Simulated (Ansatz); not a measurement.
# ZnHOF — Zn-67 nuclear quadrupole resonance

Cell: a structure deposited in the COD, ions relaxed with PBE at fixed cell.

```cif
data_ZnHOF
_symmetry_space_group_name_H-M 'Pnma'
_symmetry_Int_Tables_number 62
_cell_length_a 10.2280
_cell_length_b 3.1125
_cell_length_c 4.7165
_cell_angle_alpha 90.000
_cell_angle_beta 90.000
_cell_angle_gamma 90.000
loop_
_atom_site_label
_atom_site_type_symbol
_atom_site_symmetry_multiplicity
_atom_site_Wyckoff_symbol
_atom_site_fract_x
_atom_site_fract_y
_atom_site_fract_z
Zn Zn 4 c 0.1282 0.7500 0.5249
H H 4 c 0.9141 0.7500 0.9036
O O 4 c 0.4418 0.7500 0.7952
F F 4 c 0.1936 0.2500 0.8020
```

One atom of each set is listed.

The numbers come from a DFT calculation in Ansatz (r2SCAN, plane waves and PAW (field gradients read without the response of the frozen cores, which leaves them typically 4 to 6 % off), scalar-relativistic, 500 eV cutoff, Γ-centred 2×7×5 k-points, Fermi–Dirac smearing 0.02 eV).

Zn-67: I = 5/2, Q = 122.0 mb (year-2017 value). Static lattice, zero field.

Q: The simulated lines lie at 1.09, 2.17 MHz. What are |C_Q|, η and |V_zz| at Zn?

A: For I = 5/2 and η = 0 the lines are 3|C_Q|/20 and twice that; η pulls their ratio below 2. Here |C_Q| = 7.23 MHz, η = 0.06 and |V_zz| = 2.45 × 10²¹ V/m². The calculation gives V_zz negative; the lines don't show the sign. The site has 3 O at 2.03–2.09 Å, 3 F at 2.10–2.14 Å.

The largest force is 0.5 eV/Å, so the atoms aren't at the calculated equilibrium and relaxing them would move these values. The entry's hydrogen positions were far off; the other atoms hardly move on relaxation.
